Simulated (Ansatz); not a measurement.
**Chalcopyrite alloy of AgGaS2 and AgInS2 (8 of 16 Ga sites exchanged), 64 atoms**

Ansatz, PAW, plane waves. PBEsol relaxation of cell lengths and atoms (angles held) at the single k point (¼, ¼, ¼) without its symmetry partners; single points on the relaxed atoms at the Γ point alone, onto which points of the small cell's zone fold. Arrangement: quasirandom. No spin–orbit coupling unless named.

Relaxed structure:

```cif
data_structure
_symmetry_space_group_name_H-M 'P 1'
_symmetry_Int_Tables_number 1
_cell_length_a 11.4500
_cell_length_b 11.4541
_cell_length_c 10.9035
_cell_angle_alpha 90.001
_cell_angle_beta 90.001
_cell_angle_gamma 90.001
_cell_volume 1429.99
loop_
_atom_site_label
_atom_site_type_symbol
_atom_site_fract_x
_atom_site_fract_y
_atom_site_fract_z
_atom_site_occupancy
Ag1 Ag 0.99675 0.99937 0.00059 1
Ag2 Ag 0.00460 0.49945 0.98838 1
Ag3 Ag 0.50129 0.01198 0.01611 1
Ag4 Ag 0.49916 0.48970 0.00526 1
Ag5 Ag 0.99722 0.24942 0.25594 1
Ag6 Ag 0.00662 0.75020 0.26032 1
Ag7 Ag 0.49735 0.25003 0.23303 1
Ag8 Ag 0.50601 0.75217 0.25809 1
Ag9 Ag 0.25080 0.00405 0.74395 1
Ag10 Ag 0.24059 0.50147 0.76071 1
Ag11 Ag 0.75697 0.00057 0.74657 1
Ag12 Ag 0.75270 0.49867 0.75894 1
Ag13 Ag 0.24751 0.24433 0.50794 1
Ag14 Ag 0.25387 0.74804 0.49529 1
Ag15 Ag 0.75589 0.24777 0.50556 1
Ag16 Ag 0.74692 0.76112 0.49865 1
Ga1 Ga 0.99655 0.99929 0.50346 1
Ga2 Ga 0.50252 0.00475 0.49525 1
Ga3 Ga 0.24509 0.49474 0.24488 1
Ga4 Ga 0.75500 0.00407 0.25405 1
Ga5 Ga 0.24165 0.24775 0.99821 1
Ga6 Ga 0.75798 0.24662 0.99927 1
Ga7 Ga 0.99722 0.24401 0.75118 1
Ga8 Ga 0.00183 0.75526 0.74677 1
In1 In 0.00418 0.50021 0.50452 1
In2 In 0.49717 0.49586 0.49520 1
In3 In 0.24989 0.00682 0.25401 1
In4 In 0.75198 0.49405 0.24548 1
In5 In 0.24694 0.74815 0.99984 1
In6 In 0.75222 0.75737 0.00058 1
In7 In 0.49858 0.24572 0.75462 1
In8 In 0.50208 0.75478 0.74493 1
S1 S 0.12922 0.13041 0.11872 1
S2 S 0.12796 0.61628 0.13070 1
S3 S 0.65032 0.12697 0.12701 1
S4 S 0.62735 0.62445 0.12227 1
S5 S 0.10411 0.12329 0.62473 1
S6 S 0.11946 0.63515 0.63274 1
S7 S 0.61548 0.11731 0.61957 1
S8 S 0.62466 0.62196 0.62173 1
S9 S 0.35150 0.37127 0.11906 1
S10 S 0.36997 0.87453 0.12887 1
S11 S 0.87262 0.36751 0.11293 1
S12 S 0.86938 0.88116 0.13933 1
S13 S 0.38414 0.12339 0.38089 1
S14 S 0.36593 0.61136 0.36061 1
S15 S 0.87671 0.10975 0.37915 1
S16 S 0.87201 0.61946 0.37777 1
S17 S 0.13160 0.38087 0.37022 1
S18 S 0.11981 0.88936 0.38600 1
S19 S 0.62514 0.36879 0.37183 1
S20 S 0.62535 0.89609 0.37191 1
S21 S 0.12191 0.35288 0.87011 1
S22 S 0.11860 0.86892 0.86699 1
S23 S 0.63338 0.36022 0.88533 1
S24 S 0.62235 0.88116 0.87664 1
S25 S 0.37418 0.37574 0.63108 1
S26 S 0.38450 0.88413 0.61025 1
S27 S 0.88584 0.36760 0.63502 1
S28 S 0.88941 0.87397 0.62340 1
S29 S 0.36461 0.13056 0.88610 1
S30 S 0.37845 0.62733 0.87447 1
S31 S 0.87473 0.13584 0.87328 1
S32 S 0.88307 0.64042 0.86635 1
```

(1) What are the mean bond lengths by pair (pairs within 1.2 times the sum of covalent radii, less contacts 15 % beyond the pair's median; cation–cation pairs of compounds aside; long ionic contacts are cut short by that bound)?

(2) What gap lies between the top filled and the lowest empty level in the single points?

Results:

(1) Ag–S 2.507 ± 0.020 Å (standard deviation, 64 bonds); Ga–S 2.297 ± 0.011 Å (standard deviation, 32 bonds); In–S 2.470 ± 0.009 Å (standard deviation, 32 bonds).

(2) HSE06 1.76 eV (26 s on NVIDIA GB200); r²SCAN 1.08 eV (4.1 s on NVIDIA GB200).
